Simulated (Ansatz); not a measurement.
The start is a generated cell, HfO2 built in the beta-tridymite structure type. The structure is fully relaxed (lattice and positions, P = 0) with PBEsol (plane waves to 420 eV, PAW, scalar-relativistic; Ansatz, an electronic-structure program). The first steps use a coarse 4×4×2 k-mesh.

Starting cell:
```
CELL_PARAMETERS angstrom
      5.92934     0.00000     0.00000
     -2.96467     5.13496     0.00000
      0.00000     0.00000     9.70618
ATOMIC_POSITIONS crystal
  Hf 0.33333 0.66667 0.06200
  Hf 0.66667 0.33333 0.56200
  Hf 0.66667 0.33333 0.93800
  Hf 0.33333 0.66667 0.43800
  O  0.33333 0.66667 0.25000
  O  0.66667 0.33333 0.75000
  O  0.50000 0.00000 0.00000
  O  0.50000 0.50000 0.50000
  O  0.00000 0.50000 0.00000
  O  0.50000 0.00000 0.50000
  O  0.50000 0.50000 0.00000
  O  0.00000 0.50000 0.50000
```

**Question.** How much energy is released per atom?

**Answer.** 0.35 eV/atom.

**Question.** How does the volume per atom move from start to end?

**Answer.** +21.4 %, from 24.63 to 29.90 Å³/atom.

**Question.** How do the shortest distances between atoms change?

**Answer.** The closest pairs of elements (up to four, under 3.6 Å), start → end: Hf–O 1.81 → 1.94 Å; O–O 2.96 → 3.16 Å.

**Question.** What band gap does the relaxed structure have at this level?

**Answer.** 4.68 eV, direct at Γ (no spin-orbit coupling).

**Question.** Give the final cell and atomic positions.

**Answer.** 
Space group P6₃/mmc (No. 194); a = 6.3321 Å, b = 6.3321 Å, c = 10.3316 Å, α = 90.00°, β = 90.00°, γ = 120.00°

```tsv
atom	site	symmetry	x	y	z
Hf	4f	3m.	0.3333	0.6667	0.0624
O	2c	-6m2	0.3333	0.6667	0.2500
O	6g	.2/m.	0.5000	0.5000	0.5000
```

The space group stays P6₃/mmc (No. 194) (the run could not lower it); the end is AFLOW prototype A2B_hP12_194_cg_f (C10, as in SiO2), with 12 atoms in the primitive cell. Final values are on a 5×5×3 k-mesh of the relaxed cell. No spin polarisation in the result.

The run could not lose the symmetry of its start: the end is stationary, and may be a saddle point rather than a minimum.

The relaxed structure here is a generated cell of HfO2: the first start was made by placing the elements on the sites of a structure type, and the end was not matched to a known phase here, so it may be hypothetical. Known forms of HfO2 include space group No. 14, 29, 137, 225.
